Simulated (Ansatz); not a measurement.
CuI:
```
CELL_PARAMETERS angstrom
      4.24484     0.00000     0.00000
     -2.12242     3.67614     0.00000
      0.00000     0.00000     7.00308
ATOMIC_POSITIONS crystal
  Cu 0.66667 0.33333 0.87333
  Cu 0.33333 0.66667 0.37333
  I  0.66667 0.33333 0.50167
  I  0.33333 0.66667 0.00167
```

Relaxed with r²SCAN. Special points in fractions of this cell's reciprocal vectors: Γ (0.000, 0.000, 0.000); M (0.500, 0.000, 0.000); K (0.333, 0.333, 0.000); A (0.000, 0.000, 0.500); L (0.500, 0.000, 0.500); H (0.333, 0.333, 0.500).

Task: List the band energies nearest the valence-band maximum at these points for DFT-r²SCAN with spin–orbit coupling in the program Ansatz with PAW potentials.

Result: In eV from the valence-band maximum; about four levels below and three above (degenerate sets whole), none deeper than 8.9 eV; points with the same levels are listed once.

```
k                    below                above
-  -----------------------  -------------------
Γ    -0.06 -0.06 0.00 0.00  1.57 1.57 2.33 2.33
M  -1.15 -1.15 -0.86 -0.86  2.80 2.80 3.18 3.18
K  -1.47 -1.42 -1.38 -1.38       3.27 3.27 4.35
A  -0.44 -0.44 -0.44 -0.44  2.67 2.67 2.67 2.67
L  -1.29 -1.29 -1.29 -1.29  2.68 2.68 2.68 2.68
H  -1.28 -1.28 -1.25 -1.25  3.45 3.45 3.51 3.51
```

Space group P6_3mc (wurtzite). The workflow started from a Materials Project entry (that database holds measured and hypothetical structures alike); the Crystallography Open Database files this formula in space group No. 186, but the cells were not matched. It is not the phase usual at ambient conditions (space group No. 216). Symmetry was held in the r²SCAN relaxation; its stability against distortions is not shown here. No spin polarisation was allowed.

Potentials: the later of the program's two PAW sets.
